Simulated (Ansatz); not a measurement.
Input:

WC:
```yaml
crystal:
  lattice:
    - [2.89844, 0.00000, 0.00000]
    - [-1.44922, 2.51012, 0.00000]
    - [0.00000, 0.00000, 2.82722]
  atoms:
    - { symbol: W, position: [0.00000, 0.00000, 0.00000] }
    - { symbol: C, position: [0.66667, 0.33333, 0.50000] }
```

This is the PBEsol-relaxed structure. x, y and z are the axes in which the lattice vectors are written.

**Question.** All from DFT-PBEsol in the program Ansatz with PAW potentials, unless another level is named. Predict the Poisson's ratio.

**Answer.** 0.21.

**Question.** Predict the elastic constants (relaxed ions, GPa).

**Answer.** C11 = 737, C12 = 244, C13 = 186, C33 = 988, C44 = 321.

Space group P-6m2. Symmetry was held in the PBEsol relaxation. No spin polarisation was allowed. As this level gives no gap, shear constants depend on the k-mesh and smearing (Fermi–Dirac, 0.1 eV here). Scalar-relativistic: spin–orbit coupling is off unless named, which matters more the heavier the elements.

Potentials: the later of the program's two PAW sets.
